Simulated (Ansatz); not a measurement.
**NaCl at 1 GPa: from Born charge to LO–TO splitting and polaron coupling**

Theory: DFT LDA, scalar-relativistic, plane waves, PAW in Ansatz 0.2.0. Plane waves to 420 eV; Γ-centred k mesh 8×8×8; fixed occupations. No spin polarisation. Phonons by linear response, acoustic sum rule imposed.

The cell, relaxed at 1 GPa:
```
Na Cl
1.0
     0.00000    2.70565    2.70565
     2.70565    0.00000    2.70565
     2.70565    2.70565    0.00000
Na Cl
1 1
Cartesian
  0.0000 0.0000 0.0000
  2.7056 2.7056 2.7056
```

Linear response gives ν_TO = 201.7 cm⁻¹, Born charges ±1.062 e (positive on Na) and ε∞ = 2.695. The primitive cell holds 39.613 Å³, and the masses are 22.990 and 35.450 amu.

Question: Find ν_LO and the static dielectric constant.

Answer: The long-wave field adds a restoring force: ω_LO² − ω_TO² = Z*²e²/(ε_vac ε∞ μV). In these units ν_LO² − ν_TO² = 4.92064×10⁷ Z*²/(μ V ε∞) cm⁻², with μ = m₁m₂/(m₁ + m₂) = 13.946 amu: 37294 cm⁻². So ν_LO = √(201.7² + 37294) = 279.2 cm⁻¹, and the run gives 279.2. Lyddane–Sachs–Teller then gives ε0 = ε∞ (ν_LO/ν_TO)² = 5.17, against 5.17 in the run (it forms both from the same three quantities, so the match checks the arithmetic only). Between ν_TO and ν_LO the dielectric function is negative and an undamped crystal reflects fully: a reststrahlen band from 35.8 to 49.6 μm.

Question: What do the Clausius–Mossotti polarisability and the Szigeti charge come to?

Answer: With the Lorentz local field, α = (3V/4π)(ε∞ − 1)/(ε∞ + 2) = 3.41 Å³ for the pair, and e_S = 3Z*/(ε∞ + 2) = 0.68 e. The Born charge includes the electrons' response to the dipole's own local field, and e_S takes that enhancement out. The Lorentz field assumes point-like polarisable ions, a fair picture at this small ε∞.

Question: How strongly does a slow electron couple to the LO mode?

Answer: For one isotropic parabolic band, Fröhlich's constant is α_F = (1/ε∞ − 1/ε0) √(m* Ry/ħω_LO), with Ry = 13.606 eV, ħω_LO = 34.6 meV and m* in free-electron masses: α_F = 0.1775 × 19.82 × √m* = 3.52 √m*. The band mass isn't part of this run; for m* = 0.1, 0.3 and 1 it gives 1.11, 1.93, 3.52. In weak coupling the polaron lies α_F ħω_LO below the band edge (67 meV at m* = 0.3) with a mass m*(1 + α_F/6); past α_F of about 5 or 6 that expansion fails. A semilocal functional's ε∞ tends to be too large, which taken alone lowers α_F.

Cost: 1 run of about 0.36 core-minutes, on Arm Neoverse N1 (shared hosts).